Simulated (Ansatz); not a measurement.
LuBPd$_{3}$:
```xyz
5
Lattice="4.1876 0.0000 0.0000 0.0000 4.1876 0.0000 0.0000 0.0000 4.1876" Properties=species:S:1:pos:R:3 pbc="T T T"
Pd     0.0000     2.0938     2.0938
Pd     2.0938     0.0000     2.0938
Pd     2.0938     2.0938     0.0000
Lu     0.0000     0.0000     0.0000
B      2.0938     2.0938     2.0938
```

Relaxed with LDA. Special points in fractions of this cell's reciprocal vectors: Γ (0.000, 0.000, 0.000); X (0.000, 0.500, 0.000); M (0.500, 0.500, 0.000); R (0.500, 0.500, 0.500).

Question: List the band energies nearest the Fermi level at these points for LDA in the plane-wave PAW code Ansatz.

Answer: In eV from the Fermi level; about four levels below and three above (degenerate sets whole), none deeper than 8.9 eV; points with the same levels are listed once.

| k | below | above |
|---|---|---|
| Γ | -1.71 -1.71 -1.71 -1.71 -1.71 -1.71 | 2.18 2.18 4.80 4.80 4.80 |
| X | -2.92 -2.92 -2.54 -1.71 | 0.40 0.40 1.85 |
| M | -2.64 -1.92 -0.39 -0.39 | 2.02 2.02 2.57 |
| R | -2.99 -2.99 -1.85 -1.85 -1.85 | 0.06 0.06 0.06 |

Space group Pm-3m (cubic perovskite). The workflow started from an entry of the Crystallography Open Database (COD). Whether it is the stable phase at ambient conditions was not checked. The cell was relaxed with LDA under the symmetry of its start; of distortions, only those at the zone centre were tested. No spin polarisation was allowed. Scalar-relativistic: spin–orbit coupling is off unless named, which matters more the heavier the elements.

Potentials: the later of the program's two PAW sets.
